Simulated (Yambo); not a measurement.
Material: Li4SrP2 (space group R-3m, No. 166); a = b = c = 8.2236 Å, α = β = γ = 30.12° (7 atoms in the cell). The geometry is that of Materials Project entry mp-570097, symmetrised and not relaxed again.

With PBEsol (Quantum ESPRESSO, PseudoDojo norm-conserving, 74 Ry, without SOC), the gap between the mesh's edge points (Γ → F) is 0.896 eV.

Question: Estimate the G0W0 gap between the same points from Yambo (4×4×4 Γ-centred k mesh, bands 5 to 128 and a 6 Ry block in the screening, 128 bands in G with the Bruneval-Gonze terminator, plasmon pole fitted at 27.2 eV).

Answer: The correction is 0.917 eV, giving 1.813 eV, 2.0 times the PBEsol value.  Convergence of the G0W0 settings was not tested. 

The structure is a Materials Project entry; no match was found in the copy of COD used, and its stability was not checked.
